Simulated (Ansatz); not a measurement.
Consider the following.

FeS2:
Space group Pa-3 (No. 205); a = b = c = 5.324 Å, α = β = γ = 90.00°

```
atom  site  symmetry       x       y       z
----  ----  --------  ------  ------  ------
Fe      4a      .-3.  0.0000  0.0000  0.0000
S       8c       .3.  0.3817  0.3817  0.3817
```

This is the PBEsol-relaxed structure.

Q: All from PBEsol in the plane-wave PAW code Ansatz, unless another level is named. Give the electron effective mass.

A: 0.32 mₑ (isotropic).

Q: And the formation energy from the elements (no fitted shifts)?

A: -0.72 eV/atom.

Q: What about the valence-band maximum?

A: on the Γ–X line, 86 % of the way from Γ.

The cell was relaxed with PBEsol under the symmetry of its start; of distortions, only those at the zone centre were tested. The workflow began spin-polarised and lost its moments. The references are the lowest solids computed at this level, not always the standard phases.

Potentials: the later of the program's two PAW sets.

Edges and masses are those of Kohn–Sham bands, whose gap is no quasiparticle gap.
